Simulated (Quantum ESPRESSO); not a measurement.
## GaMg2S3Cl (input and log of a self-consistent run)

A calculation, not a measurement. The program is pw.x of Quantum ESPRESSO 7.5 (plane-wave density functional theory). The cell is made up: 7 atoms on a zincblende/diamond lattice with one site empty, with randomly drawn elements, strain and displacements, not relaxed. PseudoDojo standard norm-conserving files (v0.5 for PBE, v0.4.1 for LDA and PBEsol) set the functional; there is no spin polarisation, spin-orbit coupling or dispersion term, and the masses in the input are unused placeholders.

Input:

```
&control calculation='scf', pseudo_dir='./dojo.nc.sr.pbe.v0_5.standard.upf', outdir='./o', disk_io='medium', tprnfor=.true., tstress=.true. /
&system ibrav=0, nat=7, ntyp=4, nbnd=35, ecutwfc=105.61755193, nosym=.true., tot_charge=0,
 occupations='smearing', smearing='fd', degauss=0.0018374661
/
&electrons conv_thr=7.350e-09, electron_maxstep=60, /
ATOMIC_SPECIES
Cl 1.0 Cl.upf
Ga 1.0 Ga.upf
Mg 1.0 Mg.upf
S 1.0 S.upf
CELL_PARAMETERS angstrom
5.3119 0.003 -0.0224
0.003 5.4905 0.0716
-0.0224 0.0716 5.3504
ATOMIC_POSITIONS angstrom
Ga 0.0101 2.731 2.7053
Mg 2.6478 0.0022 2.6501
Mg 2.6228 2.7805 0.0564
S 1.3069 1.4178 1.3258
Cl 1.2989 4.1631 4.0985
S 3.996 1.403 4.0059
S 3.9598 4.0926 1.3733
K_POINTS automatic
6 6 6 1 1 1
```

The log is shortened where brackets say so; the opening notice, blank lines, dates and the lines on written files are dropped, and the path of the files is cut. It prints rydbergs, bohrs and kilobars, and counts compression as positive stress. With no partly filled state, the Fermi energy that it prints is only some level between the filled and the empty states on the mesh, and need not lie in the true gap.

```
     Program PWSCF v.7.5
     Parallel version (MPI & OpenMP), running on       1 processor cores
     Number of MPI processes:                 1
     Threads/MPI process:                     1
     [start-up lines left out]
     bravais-lattice index     =            0
     lattice parameter (alat)  =      10.0381  a.u.
     unit-cell volume          =    1052.8367 (a.u.)^3
     number of atoms/cell      =            7
     number of atomic types    =            4
     number of electrons       =        58.00
     number of Kohn-Sham states=           35
     kinetic-energy cutoff     =     105.6176  Ry
     charge density cutoff     =     422.4702  Ry
     scf convergence threshold =      7.3E-09
     mixing beta               =       0.7000
     number of iterations used =            8  plain     mixing
     Exchange-correlation= PBE
                           (   1   4   3   4   0   0   0)
     [axes and pseudopotential details left out]
   Cartesian axes
     site n.     atom                  positions (alat units)
         1        Ga     tau(   1) = (   0.0019014   0.5141240   0.5092859  )
         2        Mg     tau(   2) = (   0.4984612   0.0004142   0.4988942  )
         3        Mg     tau(   3) = (   0.4937548   0.5234426   0.0106176  )
         4        S      tau(   4) = (   0.2460303   0.2669077   0.2495883  )
         5        Cl     tau(   5) = (   0.2445242   0.7837238   0.7715625  )
         6        S      tau(   6) = (   0.7522664   0.2641216   0.7541301  )
         7        S      tau(   7) = (   0.7454516   0.7704518   0.2585304  )
     number of k points=   108  Fermi-Dirac smearing, width (Ry)=  0.0018
     Number of k-points >= 100: set verbosity='high' to print them.
     Dense  grid:   154321 G-vectors     FFT dimensions: (  72,  72,  72)
     Estimated max dynamical RAM per process >     193.55 MB
     Initial potential from superposition of free atoms
     starting charge      57.9956, renormalised to      58.0000
     Starting wfcs are   35 randomized atomic wfcs
     total cpu time spent up to now is       32.4 secs
     per-process dynamical memory:   143.1 Mb
     Self-consistent Calculation
     iteration #  1     ecut=   105.62 Ry     beta= 0.70
     Davidson diagonalization with overlap
     ethr =  1.00E-02,  avg # of iterations =  5.3
     Threshold (ethr) on eigenvalues was too large:
     Diagonalizing with lowered threshold
     Davidson diagonalization with overlap
     ethr =  8.16E-04,  avg # of iterations =  1.1
     total cpu time spent up to now is      211.9 secs
     total energy              =    -489.71517900 Ry
     estimated scf accuracy    <       0.46225132 Ry
     iteration #  2     ecut=   105.62 Ry     beta= 0.70
     Davidson diagonalization with overlap
     ethr =  7.97E-04,  avg # of iterations =  3.7
     total cpu time spent up to now is      303.2 secs
     total energy              =    -489.82510628 Ry
     estimated scf accuracy    <       0.20904609 Ry
     iteration #  3     ecut=   105.62 Ry     beta= 0.70
     Davidson diagonalization with overlap
     ethr =  3.60E-04,  avg # of iterations =  2.0
     total cpu time spent up to now is      394.1 secs
     total energy              =    -489.87294032 Ry
     estimated scf accuracy    <       0.01164196 Ry
     iteration #  4     ecut=   105.62 Ry     beta= 0.70
     Davidson diagonalization with overlap
     ethr =  2.01E-05,  avg # of iterations =  7.8
     total cpu time spent up to now is      502.7 secs
     total energy              =    -489.87577529 Ry
     estimated scf accuracy    <       0.00122785 Ry
     iteration #  5     ecut=   105.62 Ry     beta= 0.70
     Davidson diagonalization with overlap
     ethr =  2.12E-06,  avg # of iterations =  5.7
     total cpu time spent up to now is      587.3 secs
     total energy              =    -489.87600324 Ry
     estimated scf accuracy    <       0.00012124 Ry
     iteration #  6     ecut=   105.62 Ry     beta= 0.70
     Davidson diagonalization with overlap
     ethr =  2.09E-07,  avg # of iterations =  2.0
     total cpu time spent up to now is      664.2 secs
     total energy              =    -489.87603060 Ry
     estimated scf accuracy    <       0.00000383 Ry
     iteration #  7     ecut=   105.62 Ry     beta= 0.70
     Davidson diagonalization with overlap
     ethr =  6.61E-09,  avg # of iterations =  3.7
     total cpu time spent up to now is      751.3 secs
     total energy              =    -489.87603217 Ry
     estimated scf accuracy    <       0.00000075 Ry
     iteration #  8     ecut=   105.62 Ry     beta= 0.70
     Davidson diagonalization with overlap
     ethr =  1.29E-09,  avg # of iterations =  2.4
     total cpu time spent up to now is      842.1 secs
     total energy              =    -489.87603238 Ry
     estimated scf accuracy    <       0.00000008 Ry
     iteration #  9     ecut=   105.62 Ry     beta= 0.70
     Davidson diagonalization with overlap
     ethr =  1.46E-10,  avg # of iterations =  2.0
     total cpu time spent up to now is      929.5 secs
     End of self-consistent calculation
     Number of k-points >= 100: set verbosity='high' to print the bands.
     the Fermi energy is     5.1073 ev
!    total energy              =    -489.87603241 Ry
     estimated scf accuracy    <          5.0E-09 Ry
     smearing contrib. (-TS)   =      -0.00000000 Ry
     internal energy E=F+TS    =    -489.87603241 Ry
     The total energy is F=E-TS. E is the sum of the following terms:
     one-electron contribution =    -314.29810802 Ry
     hartree contribution      =     173.30210487 Ry
     xc contribution           =    -101.76791669 Ry
     ewald contribution        =    -247.11211257 Ry
     convergence has been achieved in   9 iterations
     Forces acting on atoms (cartesian axes, Ry/au):
     atom    1 type  2   force =    -0.04810752   -0.04060079   -0.04000852
     atom    2 type  3   force =     0.02018709    0.02381905   -0.01157866
     atom    3 type  3   force =     0.04307450   -0.03796430   -0.00518249
     atom    4 type  4   force =    -0.05307841   -0.00446776    0.02462374
     atom    5 type  1   force =    -0.04294901    0.02310957   -0.00373703
     atom    6 type  4   force =     0.02628570    0.01901535    0.01646388
     atom    7 type  4   force =     0.05458765    0.01708888    0.01941908
     Total force =     0.144238     Total SCF correction =     0.000152
     Computing stress (Cartesian axis) and pressure
          total   stress  (Ry/bohr**3)                   (kbar)     P=       51.99
   0.00029313   0.00012178   0.00011239           43.12       17.91       16.53
   0.00012178   0.00037375  -0.00008948           17.91       54.98      -13.16
   0.00011239  -0.00008948   0.00039335           16.53      -13.16       57.86
     init_run     :     31.47s CPU     32.35s WALL (       1 calls)
     electrons    :    833.97s CPU    897.07s WALL (       1 calls)
     forces       :     14.10s CPU     14.30s WALL (       1 calls)
     stress       :     46.29s CPU     46.56s WALL (       1 calls)
     [timing details left out]
     PWSCF        :  15m26.19s CPU  16m33.35s WALL
     JOB DONE.
```

In other units: free energy -6665.103 eV for the cell, pressure 5.20 GPa, largest force component 1.404 eV/Å. This run is the check on a run of the same cell at 1143 eV and a 4 x 4 x 4 mesh: rerunning at 1437 eV and a 6 x 6 x 6 mesh moved values by no more than 0.002 eV in energy, 0.02 GPa in stress and 0.004 eV/Å in force.